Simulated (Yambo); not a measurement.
G0W0@PBEsol for NaOH (space group Pbcm, No. 57) in Yambo. Reference settings: 4×2×2 Γ-centred k mesh, bands 5 to 267 and a 10 Ry block in the screening, 267 bands in G with the Bruneval-Gonze terminator, plasmon pole fitted at 27.2 eV. The PBEsol gap Γ → Γ on this mesh is 3.53 eV; G0W0 gaps are taken between the same points.

The settings were changed. The gap went from 6.42 eV to 6.49 eV, and the shift of the valence edge from -1.72 eV to -1.55 eV.

Task: Name the change that produced these shifts.
A) pole fitted at 40 eV
B) 1 Ry block
C) 102 bands in G, no terminator
D) 102 bands in W, 102 bands in G

Result: D, 102 bands in W, 102 bands in G. The others gave (gap, valence shift): 1 Ry block: 7.69, -2.66 eV; 102 bands in G, no terminator: 6.08, -1.10 eV; pole fitted at 40 eV: 6.46, -1.79 eV.

Geometry of the Materials Project entry, not relaxed at this level; primitive cell a = 3.1260 Å, b = 5.8671 Å, c = 6.1043 Å, α = 90.00°, β = 90.00°, γ = 90.00°.

The structure is a Materials Project entry; no match was found in the copy of COD used, and its stability was not checked.

A shift is the quasiparticle energy of the state minus its PBEsol energy.
